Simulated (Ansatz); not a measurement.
## SCF log, NiO

NiO is taken as a measured crystal structure (space group Fm-3m), 2 atoms in the cell. Source: COD entry 1010093; the sample's temperature and pressure aren't taken into account, and it need not be the stable phase.

The calculation used Ansatz, DFT, PBEsol+U, PAW, plane waves, scalar-relativistic.

Input:

```yaml
crystal:
  lattice:
    - [0.0, 2.0842, 2.0842]
    - [2.0842, 0.0, 2.0842]
    - [2.0842, 2.0842, 0.0]
  atoms:
    - { symbol: Ni, position: [0.5, 0.5, 0.5], spin: 2.0 }
    - { symbol: O, position: [0.0, 0.0, 0.0] }
magnetization:
  spin_polarized: true
hamiltonian:
  xc: pbesol
  pseudopotentials: { kind: paw }
  hubbard: { sites: [{ species: Ni, l: d, u_eff: 6.2 }] }
basis:
  ecutwfc: 420
kpoints:
  mp_grid: { grid: [1, 1, 1] }
scf:
  occupations: { method: fermi_dirac, width: 0.02 }
  lower_state_search: "off"
  algorithm: density_mixing
  max_iter: 70
  mixing: {}
output:
  forces: true
  stress: true
```

Command:
```sh
ansatz run input.yaml --threads 2 --pin off --max-ram 5120MiB --backend cpu --events-out ev --progress --plain --runs-dir out
```

Program output, abridged:

```
Ni: projections on atomic orbitals take those of the free atom [Ne] 3s2 3p6 3d8 4s2, of charge +0.00 (hamiltonian.pseudopotentials.projection_atoms); the dataset's partial waves leave at most 1.6e-6 of an orbital's norm unspanned inside its sphere
O: projections on atomic orbitals take those of the free atom [He] 2s2 2p4, of charge +0.00 (hamiltonian.pseudopotentials.projection_atoms); the dataset's partial waves leave at most 1.9e-8 of an orbital's norm unspanned inside its sphere
Pseudopotentials: kind: paw
Pseudopotential: Ni, paw, valence charge 18, recommended cutoff 420 eV (normal), Ni.paw.azcp
Pseudopotential: O, paw, valence charge 6, recommended cutoff 420 eV (normal), O.paw.azcp
Functional definition: PBEsol
Crystal: 2 atoms, lattice volume = 18.107 Å³
Basis set: ecut = 420 eV, 339 PW (Γ), exchange–correlation on 40×40×40 points (8 copies of the dense FFT grid, shifted against one another)
Bands: 17, of which v1, the nominal top of the filled ones, is band 12 counted from 1 (11 counted from 0)
Symmetry: 48 space group operations
Space group: Fm-3m (ITA 225), of the structure as read, at distance tolerance 2.6e-5 Å
Magnetic group: BNS 225.116 (UNI 1618), of the structure as read, at distance tolerance 2.6e-5 Å
k-points: 1
Non-local potential: Ni, projectors of the file, l = 0: 3, l = 1: 2, l = 2: 3, l = 3: 1
Non-local potential: O, projectors of the file, l = 0: 2, l = 1: 2, l = 2: 1
PAW frozen core: Ni, regenerated for the run's functional, and the local potential with it (the file was generated under x = pbe(κ = 0.804, μ = 0.2195149727645171), c = pbe(β = 0.06672455060314922))
PAW frozen core: O, regenerated for the run's functional, and the local potential with it (the file was generated under x = pbe(κ = 0.804, μ = 0.2195149727645171), c = pbe(β = 0.06672455060314922))
Initial density: superposition of atomic densities (chi_scale 0.1, normalization cell, long waves kept (reshape's long-wave potential 0.00 eV rms))
Starting moments: Σ|m| = 2 μB on 1 of 2 sites
Initial wavefunctions: pseudopotential atomic-orbital guess
Functional: x = pbesol(κ = 0.804, μ = 0.12345679012345678), c = pbesol(β = 0.046)
SCF iter   1: F=—  HF=-6357.265647 eV  |F-HF|=—  |Δ(HF+E_count)|=         —  Δρ=4.83e-1 (↑5.74e-2 ↓4.83e-1)  dr2=3.30e1  dr2_m=9.50e0  M=1.572 μB ∫|m|=1.596 μB  β_m=0.30  ethr=3.10e-3  ⟨swp⟩=4.0  Hψ=132  notcnv=0
preconditioner: auto → none  [insulator: Δε(μ)=0.059 eV  Ē_g=17.296 eV  σ=0.020 eV  W_gap=0.52  n_scr=8 (ndim 8)  ℏωp=34.9 eV  f_vac=0.000  D(μ)=46.07/eV (n_scr^D=2740)  ε∞_Penn≈5.1]
SCF iter   2: F=—  HF=-6361.641911 eV  |F-HF|=—  |Δ(HF+E_count)|=    4.38e0  Δρ=3.07e-1 (↑2.50e-1 ↓3.07e-1)  dr2=3.83e1  dr2_m=5.84e-1  M=2.184 μB ∫|m|=2.190 μB  β_m=0.30  ethr=3.10e-3  ⟨swp⟩=3.5  Hψ=93  notcnv=0
SCF iter   3: F=—  HF=-6355.392223 eV  |F-HF|=—  |Δ(HF+E_count)|=    6.25e0  Δρ=1.68e-1 (↑1.12e-1 ↓1.68e-1)  dr2=1.03e1  dr2_m=3.47e-1  M=2.000 μB ∫|m|=2.023 μB  β_m=0.30  ethr=3.10e-3  ⟨swp⟩=2.5  Hψ=84  notcnv=0  defer=2
SCF iter   4: F=—  HF=-6377.050270 eV  |F-HF|=—  |Δ(HF+E_count)|=    2.17e1  Δρ=6.23e-1 (↑1.66e-1 ↓6.23e-1)  dr2=8.59e1  dr2_m=9.48e0  M=2.019 μB ∫|m|=2.020 μB  β_m=0.30  ethr=3.10e-3  ⟨swp⟩=4.0  Hψ=100  notcnv=0  defer=1
SCF iter   5: F=—  HF=-6356.178549 eV  |F-HF|=—  |Δ(HF+E_count)|=    2.09e1  Δρ=4.11e-1 (↑5.06e-2 ↓4.11e-1)  dr2=2.19e1  dr2_m=8.30e0  M=2.000 μB ∫|m|=2.041 μB  β_m=0.30  ethr=3.10e-3  ⟨swp⟩=3.0  Hψ=96  notcnv=0
Mixer restart at iter 5: flushing history
[... 18 iterations left out ...]
SCF iter  24: F=—  HF=-6354.679880 eV  |F-HF|=—  |Δ(HF+E_count)|=   1.84e-4  Δρ=1.24e-2 (↑3.50e-4 ↓1.24e-2)  dr2=2.35e-2  dr2_m=6.21e-3  M=2.000 μB ∫|m|=2.007 μB  β_m=0.55  ethr=1.67e-7  ⟨swp⟩=2.0  Hψ=42  notcnv=0
SCF iter  25: F=—  HF=-6354.680788 eV  |F-HF|=—  |Δ(HF+E_count)|=   9.08e-4  Δρ=4.03e-2 (↑9.77e-5 ↓4.03e-2)  dr2=2.46e-1  dr2_m=6.71e-2  M=2.000 μB ∫|m|=2.007 μB  β_m=0.45  ethr=1.67e-7  ⟨swp⟩=2.0  Hψ=68  notcnv=0  recentre
SCF iter  26: F=—  HF=-6354.679787 eV  |F-HF|=—  |Δ(HF+E_count)|=   1.00e-3  Δρ=1.98e-3 (↑9.08e-5 ↓1.98e-3)  dr2=5.74e-4  dr2_m=1.71e-4  M=2.000 μB ∫|m|=2.007 μB  β_m=0.39  ethr=1.67e-7  ⟨swp⟩=2.0  Hψ=62  notcnv=0
SCF iter  27: F=—  HF=-6354.679789 eV  |F-HF|=—  |Δ(HF+E_count)|=   1.73e-6  Δρ=1.95e-3 (↑3.76e-5 ↓1.95e-3)  dr2=5.86e-4  dr2_m=1.55e-4  M=2.000 μB ∫|m|=2.007 μB  β_m=0.33  ethr=1.67e-7  ⟨swp⟩=2.0  Hψ=41  notcnv=0
SCF iter  28: F=—  HF=-6354.679789 eV  |F-HF|=—  |Δ(HF+E_count)|=   1.77e-7  Δρ=2.02e-3 (↑2.11e-5 ↓2.02e-3)  dr2=6.22e-4  dr2_m=1.68e-4  M=2.000 μB ∫|m|=2.007 μB  β_m=0.18  ethr=1.67e-7  ⟨swp⟩=1.0  Hψ=34  notcnv=0
SCF iter  29: F=—  HF=-6354.679787 eV  |F-HF|=—  |Δ(HF+E_count)|=   2.42e-6  Δρ=7.15e-4 (↑6.31e-6 ↓7.15e-4)  dr2=7.80e-5  dr2_m=2.10e-5  M=2.000 μB ∫|m|=2.007 μB  β_m=0.30  ethr=1.67e-7  ⟨swp⟩=1.0  Hψ=34  notcnv=0
SCF iter  30: F=—  HF=-6354.679787 eV  |F-HF|=—  |Δ(HF+E_count)|=   3.47e-7  Δρ=1.10e-4 (↑2.17e-6 ↓1.10e-4)  dr2=1.85e-6  dr2_m=4.89e-7  M=2.000 μB ∫|m|=2.007 μB  β_m=0.63  ethr=1.67e-7  ⟨swp⟩=1.0  Hψ=34  notcnv=0
iter 31 did not close the SCF: its close was put off for a magnetic moment that had not settled (scf_convergence_deferred on its scf_iter line)
SCF iter  31: F=-6354.679787 eV  HF=-6354.679787 eV  |F-HF|=5.02e-8  |Δ(HF+E_count)|=   7.18e-9  Δρ=2.18e-5 (↑4.63e-7 ↓2.18e-5)  dr2=7.28e-8  dr2_m=1.95e-8  M=2.000 μB ∫|m|=2.007 μB  β_m=0.76  ethr=4.17e-10  ⟨swp⟩=2.0  Hψ=102  notcnv=0
SCF iter  32: F=-6354.679787 eV  HF=-6354.679787 eV  |F-HF|=1.38e-8  |Δ(HF+E_count)|=   2.27e-9  Δρ=1.12e-5 (↑3.98e-7 ↓1.12e-5)  dr2=1.94e-8  dr2_m=5.01e-9  M=2.000 μB ∫|m|=2.007 μB  ethr=3.03e-10  ⟨swp⟩=1.0  Hψ=76  notcnv=0
SCF 1 converged in 32 iterations: F = -6354.679787 eV  dr2 = 1.94e-8
  greatest PAW one-centre occupation: 1.002 electrons in one spin orbital (limit 2), on the Ni atom at site 0 (counted from 0), in its partial waves of l = 1
SCF converged after 32 iterations
Magnetization: 2.0000 μB (13.0000 up, 11.0000 down)
Absolute magnetization: 2.0063 μB (∫|ρ↑−ρ↓|, with the PAW one-centre terms)
Spin contamination: 0.0012 ħ² per cell (⟨S²⟩ above its minimum at these occupations)
Per-site moments (μB) at R_I (Å): [(1.3941, 0.8597), (0.4449, 0.8597)]
Free energy (F): -6354.679787 eV
Harris-Foulkes:  -6354.679787 eV  (|F-HF|=1.38e-8)
Internal energy: -6354.629911 eV  (E = F + TS)
E sigma→0 (E₀):  -6354.654849 eV
Entropy (-TS):   -0.049875 eV (-24.938 meV/atom)
Fermi energy:    14.419670 eV
--- Per-component energies (eV) ---
  E_band       = -340.042634
  E_kinetic    = 466.035689
  E_local      = -3992.012839  (includes V_loc(G=0)·N_el)
  E_nonlocal   = 693.545197
  E_hartree    = 1641.353578
  E_xc         = -152.380811
  E_vxc        = -196.354041  (∫ρ·V_xc dr)
  E_hubbard    = 1.223589  (on-site DFT+U / exact-exchange correction)
  E_vhub       = -23.864159  (the Hubbard potential's part of the band-sum identity)
  E_paw        = -1755.174302  (= ΣΔE_a)
  E_vpaw       = -570.111291  (= ΣTr[D̂ρ^β])
  E_aug_tail   = 0.003695  (compensation charges beyond the density's cutoff)
  E_ewald      = -3257.456285
  E_core_change = 0.232577  (= ΣΔE_core)
  E_smearing   = -0.049875  (= −TS)
  E_closure    = 0.000000  (closes the sum)
  Σ components = -6354.679787   (vs F -6354.679787, Δ=0.00e0)
--- Forces (eV/Å), atoms counted from 1 ---
  atom   1  Ni     0.00000000    -0.00000000    -0.00000000
  atom   2  O     -0.00000000    -0.00000000    -0.00000000
  max |Σ_I F_I| component: 1.03e-27 eV/Å
--- Stress (GPa, compression-positive) ---
       18.665430      -0.000000       0.000000
        0.000000      18.665430      -0.000000
       -0.000000       0.000000      18.665430
  P = ⅓ Tr σ = 18.6654 GPa (186.654 kbar)
```

A static U favours moments and orbital order; the result depends on U and need not be the measured state. With one magnetic atom in the cell its copies can only be parallel; orders in a larger cell may lie lower. Only one magnetic start was run, with no search, so the state need not be the lowest. One k-point is far from converged for this cell: the case tests the SCF and predicts nothing for the material.

One setting is poor on purpose (one k-point (Gamma), no switch to direct minimisation), so the numbers aren't properties of the material.

The run took 0.78 s on 2 threads of Intel(R) Xeon(R) 6975P-C (Granite Rapids) (shared host), peak memory 0.31 GiB.
